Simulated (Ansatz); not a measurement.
This cell of Ni₃(PbS)₂ (space group R-3m) is off equilibrium:

```
Ni3(PbS)2
1.0
    2.75945     1.59317     4.43390
   -2.75945     1.59317     4.43390
    0.00000    -3.18633     4.43390
Ni Pb S
3 2 2
Direct
  0.00000   0.00000   0.50000
  0.50000   0.00000   0.00000
  0.00000   0.50000   0.00000
  0.50000   0.50000   0.50000
  0.00000   0.00000   0.00000
  0.72390   0.72390   0.72390
  0.27610   0.27610   0.27610
```

Method: r2SCAN (plane waves to 500 eV, PAW, scalar-relativistic; Ansatz, a first-principles code). k mesh 10×10×10 (Γ-centred), Fermi-Dirac smearing 0.05 eV. The energy includes the smearing's −TS. Compression counts positive. At this level the bands of Ni3(PbS)2 touch or barely overlap. Ni3(PbS)2 is run without spin polarisation. Ni3(PbS)2 was relaxed with its symmetry unable to fall. Spin-orbit coupling is left out, though Pb is heavy.

### Question
Give the stress tensor in GPa and the pressure.

### Answer
```
    4.8      0.0      0.0
    0.0      4.8      0.0
    0.0      0.0      5.4
```
The pressure, a third of the trace, is 5.0 GPa.

### Question
It is the relaxed cell scaled evenly to V/V₀ = 0.940, atoms relaxed where free. What is its energy relative to the relaxed cell?

### Answer
16 meV/atom.

(A scan under strain: stresses follow from slopes of the energy per volume, elastic moduli from its curvatures.)
